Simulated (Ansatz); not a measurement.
**Vibrations of LuTlS₂ (R-3m) by finite displacements**

```
Lu Tl S
1.0
     1.93622    1.11788    7.39562
    -1.93622    1.11788    7.39562
     0.00000   -2.23576    7.39562
Lu Tl S
1 1 2
Direct
  0.00000 0.00000 0.00000
  0.50000 0.50000 0.50000
  0.73254 0.73254 0.73254
  0.26746 0.26746 0.26746
```

Conventional cell: a = 3.872 Å, b = 3.872 Å, c = 22.187 Å, α = 90.00°, β = 90.00°, γ = 120.00°. Lu (atom 1) has 6 S at 2.67 Å as nearest neighbours. Tl (atom 2) has 6 S at 3.16 Å as nearest neighbours. Around S (atom 3) lie 3 Lu at 2.67 Å.

Computed, not measured; unless marked otherwise by PBEsol, all-electron LAPW in Ansatz 0.2.0, scalar-relativistic. k mesh 6×6×6, fixed occupations, basis error target 1 meV/atom. The cell was relaxed by PAW under this functional. This phase needn't be the one found at ambient conditions.

Atoms are displaced by 0.01 Å in the primitive cell, which gives the zone-centre modes alone. Negative values stand for unstable modes. The zone centre has no LO-TO term.

Problem. Is the structure dynamically stable at these wave vectors?

Solution. Yes, no mode is unstable there; wave vectors off this mesh aren't tested.

Problem. How do the optical zone-centre modes decompose, and which are active?

Solution. Point group -3m: Γ_opt = 2Eu + 2A2u + Eg + A1g.

```tsv
label	cm⁻¹	activity	mostly
Eu	43.5	IR	Tl (54 %)
A2u	73.8	IR	Tl (53 %)
Eu	175.8	IR	S (77 %)
A2u	213.2	IR	S (63 %)
Eg	219.6	Raman	S (100 %)
A1g	276.8	Raman	S (100 %)
```

Problem. How well do frozen-core PAW files reproduce these all-electron values?

Solution. With a cutoff of 420 eV and displacements of 0.0025 Å, the r.m.s. difference over the modes is 0.1 cm⁻¹; the largest difference is 213.3 (PAW) against 213.2 cm⁻¹ (LAPW).

Problem. The cell is scaled evenly to 94.124 and 97.966 Å³ (from 96.045), with free atoms relaxed and the shape held, so these aren't the values under hydrostatic pressure. What are the mode Grüneisen parameters γ = −d ln ω/d ln V?

Solution. For the highest mode, 282.2 cm⁻¹ in the small cell and 271.6 in the large one give γ ≈ 0.96. From the change of the dynamical matrix on each mode:

| point | cm⁻¹ | γ |
| --- | --- | --- |
| Gamma | 43.5 | 3.29 |
| Gamma | 73.8 | 4.62 |
| Gamma | 175.8 | 1.66 |
| Gamma | 213.2 | 1.21 |
| Gamma | 219.6 | 1.10 |
| Gamma | 276.8 | 0.96 |

Problem. Linear response on PAW files adds the field. What are the dielectric tensor, the Born charges and the LO shift?

Solution. ε∞ = (7.62, 7.62, 8.44) along x, y, z with local fields. Born charges (xx, yy, zz): Lu1 (4.20, 4.20, 2.70); Tl2 (1.69, 1.69, 3.33); S3 (-2.95, -2.95, -3.02); S4 (-2.95, -2.95, -3.02). For q along x the macroscopic field gives longitudinal modes at 46.9 (from 43.5), 273.5 (from 175.9) cm⁻¹. For q along z the macroscopic field gives longitudinal modes at 106.4 (from 73.8), 282.7 (from 213.3) cm⁻¹. Without the field the optical modes lie at 43.5 (Eu), 73.8 (A2u), 175.9 (Eu), 213.3 (A2u), 219.7 (Eg), 276.9 (A1g) cm⁻¹. With the ions free to follow the field, the program's ε₀ is (21.45, 21.45, 30.79).

Caveats: no spin-orbit coupling on heavy atoms; zone-boundary modes aren't tested; the frozen-core PAW files of the compared runs were fitted under PBE, their cores solved anew for this functional; field response not resolved by the mesh; semilocal gaps are low, and ε∞ tends to come out large.
